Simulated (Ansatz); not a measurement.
An elastic constant from a strain scan in Ta

Method: DFT r2SCAN, scalar-relativistic, plane waves, PAW in Ansatz 0.2.0. Cutoff 500 eV, Γ-centred 24×24×24 k-points, Gaussian smearing of 0.15 eV. Spin–orbit coupling is left out, which can shift energies with elements as heavy as these. No spin polarisation. Energies are free energies at this smearing, counted from the undisturbed cell; pressure is positive in compression.

The undisturbed cell (relaxed at this level; this fcc form isn't the usual structure):

```
CELL_PARAMETERS angstrom
0.00000 2.10393 2.10393
2.10393 0.00000 2.10393
2.10393 2.10393 0.00000
ATOMIC_POSITIONS crystal
Ta 0.00000 0.00000 0.00000
```

The cell is strained by ε times the Voigt pattern (0, 1, 0, 0, 0, 0) (xx, yy, zz, yz, xz, xy; engineering shear) with fractional coordinates fixed. The cell holds 1 atom in V0 = 18.63 Å³. The stress column is τ = (1/V0) dE/dε, got from the stress tensor σ (compression positive) at each point as −det(1 + εP) σ : P(1 + εP)⁻¹, with P the pattern as a tensor.

| ε | ΔE (meV/atom) | τ (GPa) |
| --- | --- | --- |
| -0.0600 | 19.887 | -4.717 |
| -0.0300 | 6.079 | -3.163 |
| 0.0000 | 0.000 | -0.016 |
| 0.0150 | 1.722 | 2.006 |
| 0.0450 | 15.755 | 5.998 |
| 0.0600 | ? | ? |

Q: Which combination of elastic constants does this scan measure, and how large is it?

A: For small ε, τ = τ0 + Kε with K = pᵀCp, which for this pattern is C11 in the cubic axes. The parabola through τ at ε = -0.0300, 0 and 0.0150 has slope K = 125 GPa at zero. The energies per cell, E = NΔE, of the same two points give K = 2[E(ε₊)/ε₊ − E(ε₋)/ε₋]/[(ε₊ − ε₋)V0] = 121 GPa, in agreement.

Q: Predict the withheld row at ε = 0.0600 from the harmonic law, and compare.

A: ΔE = V0(τ0 ε + Kε²/2)/N = 26.013 meV/atom and τ = 7.47 GPa. The calculation gives 27.879 meV/atom and 7.89 GPa: the energy lies 7 % above the harmonic value.

In a metal these slopes depend on the k mesh and the smearing.